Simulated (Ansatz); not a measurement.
**Perturbing KMgH₃N₂**

Base: an entry of the Crystallography Open Database (COD), ions relaxed with r2SCAN at fixed cell.

```yaml
crystal:
  lattice:
    - [9.34970, 0.00000, 0.00000]
    - [0.00000, 3.66310, 0.00000]
    - [0.00000, 0.00000, 9.89010]
  atoms:
    - { symbol: K, position: [0.23532, 0.75000, 0.17061] }
    - { symbol: K, position: [0.26468, 0.25000, 0.67061] }
    - { symbol: K, position: [0.73532, 0.75000, 0.32939] }
    - { symbol: K, position: [0.76468, 0.25000, 0.82939] }
    - { symbol: Mg, position: [0.03852, 0.25000, 0.39713] }
    - { symbol: Mg, position: [0.46148, 0.75000, 0.89713] }
    - { symbol: Mg, position: [0.53852, 0.25000, 0.10287] }
    - { symbol: Mg, position: [0.96148, 0.75000, 0.60287] }
    - { symbol: H, position: [0.23440, 0.75000, 0.45976] }
    - { symbol: H, position: [0.26560, 0.25000, 0.95976] }
    - { symbol: H, position: [0.73440, 0.75000, 0.04024] }
    - { symbol: H, position: [0.76560, 0.25000, 0.54024] }
    - { symbol: H, position: [0.45376, 0.03379, 0.36130] }
    - { symbol: H, position: [0.04624, 0.96621, 0.86130] }
    - { symbol: H, position: [0.95376, 0.46621, 0.13870] }
    - { symbol: H, position: [0.54624, 0.53379, 0.63870] }
    - { symbol: H, position: [0.54624, 0.96621, 0.63870] }
    - { symbol: H, position: [0.95376, 0.03379, 0.13870] }
    - { symbol: H, position: [0.04624, 0.53379, 0.86130] }
    - { symbol: H, position: [0.45376, 0.46621, 0.36130] }
    - { symbol: N, position: [0.12518, 0.75000, 0.45814] }
    - { symbol: N, position: [0.37482, 0.25000, 0.95814] }
    - { symbol: N, position: [0.62518, 0.75000, 0.04186] }
    - { symbol: N, position: [0.87482, 0.25000, 0.54186] }
    - { symbol: N, position: [0.49118, 0.25000, 0.30721] }
    - { symbol: N, position: [0.00882, 0.75000, 0.80721] }
    - { symbol: N, position: [0.99118, 0.25000, 0.19279] }
    - { symbol: N, position: [0.50882, 0.75000, 0.69279] }
```

Atoms are numbered from 1 in the order listed; like atoms form one site, named after its first atom.

All values are calculated (Ansatz; DFT, r2SCAN, plane waves and PAW, scalar-relativistic, 500 eV cutoff, Γ-centred 3×8×3 k-points, Fermi–Dirac smearing 0.02 eV), not measured.

Problem. Variant: equal xy, yz and zx engineering shear strains of +4 %, ions relaxed. What happens to the gradients (10²¹ V/m²)?

Solution. 

```json
{"site": "K1", "atoms": "1, 4", "V_zz base": "-1.93", "η base": "0.97", "V_zz variant": "-2.28", "η variant": "0.92"}
{"site": "K2", "atoms": "2, 3", "V_zz base": "-1.93", "η base": "0.97", "V_zz variant": "-2.11", "η variant": "0.82"}
{"site": "Mg5", "atoms": "5, 8", "V_zz base": "1.28", "η base": "0.51", "V_zz variant": "1.17", "η variant": "0.60"}
{"site": "Mg6", "atoms": "6, 7", "V_zz base": "1.28", "η base": "0.51", "V_zz variant": "1.41", "η variant": "0.48"}
{"site": "H9", "atoms": "9, 12", "V_zz base": "3.98", "η base": "0.01", "V_zz variant": "3.99", "η variant": "0.02"}
{"site": "H10", "atoms": "10, 11", "V_zz base": "3.98", "η base": "0.01", "V_zz variant": "3.96", "η variant": "0.01"}
{"site": "H13", "atoms": "13, 17", "V_zz base": "3.91", "η base": "0.12", "V_zz variant": "3.90", "η variant": "0.13"}
{"site": "H14", "atoms": "14, 18", "V_zz base": "3.91", "η base": "0.12", "V_zz variant": "3.92", "η variant": "0.12"}
{"site": "H15", "atoms": "15, 19", "V_zz base": "3.91", "η base": "0.12", "V_zz variant": "3.91", "η variant": "0.12"}
{"site": "H16", "atoms": "16, 20", "V_zz base": "3.91", "η base": "0.12", "V_zz variant": "3.92", "η variant": "0.12"}
{"site": "N21", "atoms": "21, 24", "V_zz base": "6.03", "η base": "0.01", "V_zz variant": "6.08", "η variant": "0.06"}
{"site": "N22", "atoms": "22, 23", "V_zz base": "6.03", "η base": "0.01", "V_zz variant": "6.02", "η variant": "0.03"}
{"site": "N25", "atoms": "25, 28", "V_zz base": "-7.42", "η base": "0.79", "V_zz variant": "-7.32", "η variant": "0.80"}
{"site": "N26", "atoms": "26, 27", "V_zz base": "-7.42", "η base": "0.79", "V_zz variant": "-7.51", "η variant": "0.78"}
```

The largest change of V_zz is on K1, from -1.93 to -2.28. The whole tensor moves most on N26, by 1.31 along its most changed direction. In per cent, |V_zz| changes by +9 to +18 on K, -9 to +11 on Mg, 0 on H, -1 to +1 on N (all sites that start above 0.5). The number of symmetry-distinct sites goes from 6 to 14.
